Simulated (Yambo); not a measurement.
A G0W0@PBEsol run in Yambo for SrCuTeF (space group P4/nmm, No. 129) (2×2×1 Γ-centred k mesh, bands 9 to 264 and a 7 Ry block in the screening, 264 bands in G with the Bruneval-Gonze terminator, plasmon pole fitted at 27.2 eV) gives these matrix elements, in eV, at the band edges (Γ → Γ):

```tsv
state	E0	<Vxc>	<Σx>	<Σc(E0)>	Z
valence edge	0.000	-20.422	-24.896	3.722	0.771
conduction edge	1.435	-10.884	-6.359	-4.237	0.816
```

Problem. Solve the linearised quasiparticle equation for both states, give the gap, and say how exchange and correlation each act on it.

Solution. E = E0 + Z(Σx + Σc − Vxc). Valence: 0.000 + 0.771 × (-24.896 + (3.722) − (-20.422)) = -0.58 eV. Conduction: 1.435 + 0.816 × (-6.359 + (-4.237) − (-10.884)) = 1.67 eV. The gap is 2.25 eV, against 1.43 eV in PBEsol. Replacing Vxc by bare exchange alone would open it by 9.00 eV; correlation takes back 7.96 eV of that, and Z scales what is left. Nearest settings tried, and what they do to the gap: 211 bands in W, 211 bands in G: +23 meV; 6 Ry block (281 vectors against 371): +20 meV; 1×1×1 mesh: -377 meV. So the settings aren't converged at that level. Oxides, nitrides and fluorides with a shallow 3d shell are known to need far more bands and larger blocks. The k mesh is coarse. Spin-orbit coupling is left out, which matters for elements this heavy: edges can move by tenths of an eV. The filled Cu 3d shell has no Hubbard U; semilocal functionals place it too high.

The standard potential for Te keeps a d shell in the valence without the s and p states of that shell. In tests on such compounds this moved G0W0 gaps by up to about 0.9 eV, so absolute quasiparticle energies here are unreliable; differences between settings are what counts.

Geometry of the Materials Project entry, not relaxed at this level; primitive cell a = 4.2764 Å, b = 4.2764 Å, c = 9.2216 Å, α = 90.00°, β = 90.00°, γ = 90.00°.

The structure is a Materials Project entry; no match was found in the copy of COD used, and its stability was not checked.
